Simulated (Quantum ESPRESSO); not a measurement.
pw.x input (Quantum ESPRESSO 7.5; PBEsol, PseudoDojo standard norm-conserving files, scalar-relativistic):

```
&CONTROL
  calculation = 'scf'
  pseudo_dir = './pseudo'
  outdir = './out'
  tprnfor = .true.
  tstress = .true.
/
&SYSTEM
  ibrav = 0
  nat = 1
  ntyp = 1
  ecutwfc = 62.0
  ecutrho = 248.0
  occupations = 'smearing'
  smearing = 'fd'
  degauss = 0.005
  nbnd = 10
/
&ELECTRONS
  conv_thr = 1e-10
/
ATOMIC_SPECIES
Tl 204.3800 Tl.upf
CELL_PARAMETERS angstrom
 -1.955995000000   1.955995000000   1.955995000000
  1.955995000000  -1.955995000000   1.955995000000
  1.955995000000   1.955995000000  -1.955995000000
ATOMIC_POSITIONS crystal
Tl   0.000000000000   0.000000000000   0.000000000000
K_POINTS automatic
16 16 16 0 0 0
```

End of the output:

```
     total energy              =    -121.37938512 Ry
     estimated scf accuracy    <       0.00000020 Ry
     total energy              =    -121.37938519 Ry
     estimated scf accuracy    <       0.00000001 Ry
     total energy              =    -121.37938519 Ry
     estimated scf accuracy    <          2.6E-10 Ry
[...]
     the Fermi energy is     9.9287 ev
!    total energy              =    -121.37938519 Ry
     estimated scf accuracy    <          7.3E-11 Ry
     smearing contrib. (-TS)   =      -0.00057208 Ry
     internal energy E=F+TS    =    -121.37881311 Ry
     The total energy is F=E-TS. E is the sum of the following terms:
     one-electron contribution =     -21.25219978 Ry
     hartree contribution      =      21.08683035 Ry
     xc contribution           =     -38.01790898 Ry
     ewald contribution        =     -83.19553469 Ry
     convergence has been achieved in   7 iterations
     Forces acting on atoms (cartesian axes, Ry/au):
     atom    1 type  1   force =     0.00000000    0.00000000    0.00000000
     Total force =     0.000000     Total SCF correction =     0.000000
     Computing stress (Cartesian axis) and pressure
          total   stress  (Ry/bohr**3)                   (kbar)     P=      -15.03
  -0.00010220  -0.00000000  -0.00000000          -15.03       -0.00       -0.00
  -0.00000000  -0.00010220  -0.00000000           -0.00      -15.03       -0.00
  -0.00000000  -0.00000000  -0.00010220           -0.00       -0.00      -15.03
```

Spin-orbit coupling is not included.

Geometry of the Materials Project entry, not relaxed at this level.
